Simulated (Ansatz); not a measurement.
AlN:
```cif
data_AlN
_chemical_formula_sum 'N1 Al1'
_space_group_name_H-M_alt 'P 1'
_space_group_IT_number 1
_cell_length_a 3.11354
_cell_length_b 3.11354
_cell_length_c 3.11354
_cell_angle_alpha 60.000
_cell_angle_beta 60.000
_cell_angle_gamma 60.000
loop_
_space_group_symop_operation_xyz
  'x, y, z'
loop_
_atom_site_label
_atom_site_type_symbol
_atom_site_fract_x
_atom_site_fract_y
_atom_site_fract_z
_atom_site_occupancy
N1 N 0.75000 0.75000 0.75000 1
Al1 Al 0.00000 0.00000 0.00000 1
```

This is the PBE-relaxed structure.

**Question.** All from plane-wave PAW PBE (Ansatz code), unless another level is named. Give the Bader charges.

**Answer.** N -2.42, Al +2.42 e.

**Question.** Next, the Born charges (a third of the trace)?

**Answer.** N -2.55, Al +2.55 e.

**Question.** And the static dielectric constant ε0 (ions relaxed, cell fixed)?

**Answer.** 8.66.

Space group F-43m (zinc blende). The PBE relaxation kept the symmetry of its start; phonons on a q-mesh show no instability.

Potentials: the later of the program's two PAW sets.
